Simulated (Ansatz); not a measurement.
Al3InAs4: computed properties

Computed with DFT PBE, scalar-relativistic, plane waves, PAW (Ansatz 0.2.0).

Plane waves to 420 eV, a k mesh through Γ of 8×4×6 on the computed 8-atom cell and Gaussian smearing (0.02 eV); no spin polarisation.

The structure is relaxed at this level of theory with its symmetry kept, and needn't be the ground state of this composition.

```xyz
8
Lattice="4.1236 0.0000 0.0000 0.0000 8.2546 0.0000 0.0000 0.0000 5.8374" Properties=species:S:1:pos:R:3 pbc="T T T"
Al    0.0000    6.1264    0.0005
Al    0.0000    2.1282    0.0005
Al    2.0618    4.1273    2.9246
In    2.0618    0.0000    2.9200
As    2.0618    6.0791    4.4409
As    0.0000    0.0000    1.2784
As    2.0618    2.1755    4.4409
As    0.0000    4.1273    1.5061
```

**Question.** Formation energy from the elements' standard states (uncorrected)?

**Answer.** -0.417 eV/atom.

**Question.** Kohn–Sham band gap?

**Answer.** 1.03 eV.

**Question.** Orbital (Löwdin) character of the top 1 eV of the valence band?

**Answer.** As 4p 79 %, Al 3p 10 %, In 5p 8 %.

**Question.** Orbital (Löwdin) character of the lowest 1 eV of the conduction band?

**Answer.** Al 3p 33 %, As 4s 16 %, As 4p 14 %, Al 3s 11 %, In 5s 11 %, In 5p 8 %, unprojected 9 %.

**Question.** Bader charge by site (e)?

**Answer.** Al (2 in the cell) 1.93, Al (1 in the cell) 1.94, In (1 in the cell) 0.75, As (2 in the cell) -1.64, As (1 in the cell) -1.35, As (1 in the cell) -1.92.

The cell was found from a structure generator's guess, not taken from experiment. Kohn–Sham gaps at this level usually fall short of measured ones. Löwdin shares on free-atom orbitals overweight diffuse shells in the empty bands.
